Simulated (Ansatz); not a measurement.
A vibration from a frozen displacement in Ag

Method: Ansatz 0.2.0, DFT PBEsol, scalar-relativistic, plane waves, PAW. Settings: plane waves to 420 eV, k-mesh 10×10×10 (Γ-centred), Gaussian smearing 0.15 eV. No spin polarisation. Energies are free energies at this smearing, counted from the undisturbed cell; pressure is positive in compression.

Zero of the scan (as given, not relaxed at this level; it stands at -2.6 GPa):

```
CELL_PARAMETERS angstrom
-4.08620 -4.08620 0.00000
0.00000 -4.08620 4.08620
-4.08620 0.00000 4.08620
ATOMIC_POSITIONS crystal
Ag 0.50000 0.00000 0.00000
Ag 0.00000 0.00000 0.00000
Ag 0.50000 0.50000 0.00000
Ag 0.00000 0.50000 0.00000
Ag 0.50000 0.00000 0.50000
Ag 0.00000 0.00000 0.50000
Ag 0.50000 0.50000 0.50000
Ag 0.00000 0.50000 0.50000
```

Atom 1 (Ag) is moved by x along the Cartesian unit vector (0.707, 0.707, 0.000); the cell and all other atoms stay fixed. The cell's volume is 136.45 Å³; the moved atoms weigh 107.868 u together and the others 755.077 u. Some rows repeat others by symmetry and weren't run.

```
  x (Å)  ΔE (meV/cell) total force on the moved atoms along the move (eV/Å) pressure (GPa)
-0.1000          25.97                                                0.5244         -2.4817
-0.0900          21.00                                                0.4702         -2.5083
-0.0800          16.57                                                0.4166         -2.5320
-0.0700          12.67                                                0.3636         -2.5529
-0.0600           9.29                                                0.3108         -2.5710
-0.0500           6.45                                                0.2585         -2.5863
-0.0400           4.12                                                0.2065         -2.5988
-0.0300           2.32                                                0.1547         -2.6085
-0.0200           1.03                                                0.1030         -2.6155
 0.0000           0.00                                                0.0000         -2.6210
 0.0200           1.03                                               -0.1030         -2.6155
 0.0300           2.32                                               -0.1547         -2.6085
 0.0400           4.12                                               -0.2065         -2.5988
 0.0500           6.45                                               -0.2585         -2.5863
 0.0600           9.29                                               -0.3108         -2.5710
 0.0700          12.67                                               -0.3636         -2.5529
 0.0800          16.57                                               -0.4166         -2.5320
 0.0900          21.00                                               -0.4702         -2.5083
 0.1000          25.97                                               -0.5244         -2.4817
```

What frequency belongs to this motion?

The force constant is k = −dF/dx = 5.148 eV/Å², from the parabola through x = -0.0200, 0 and 0.0200. In every cell the moved atoms swing against the rest, so the mass is μ = m₁m₂/(m₁ + m₂) = 94.385 u, and ν̃ = 521.5 cm⁻¹ × √(|k|/μ) = 122 cm⁻¹, at this cell's pressure of -2.6 GPa. The pattern needn't be a normal mode: ν̃² is then a weighted mean of the squared nonzero frequencies at the zone centre of this cell, so it lies between the lowest and the highest of them.

How far does the harmonic law reach?

At x = -0.100 Å, kx²/2 = 25.74 meV against the computed 25.97 meV (+0.9 %): the well is still close to harmonic there.

The pressure changes with x². What does that say about the frequency under compression?

With E = k(V)x²/2, k ∝ V^(−2γ) and x scaling with the cell as V^(1/3), P − P0 = −∂E/∂V = (2γ − 2/3) ΔE/V. At x = 0.0300 Å, V(P − P0) = 136.45 × 0.01249 / 160.2 eV = 10.64 meV and ΔE = 2.32 meV, so γ = 1/3 + V(P − P0)/(2ΔE) = 2.63. This is the Grüneisen parameter of the motion under uniform scaling of the cell: shrinking the cell evenly by 1 % in volume raises the frequency by about 2.63 %.

In a metal these slopes depend on the k mesh and the smearing.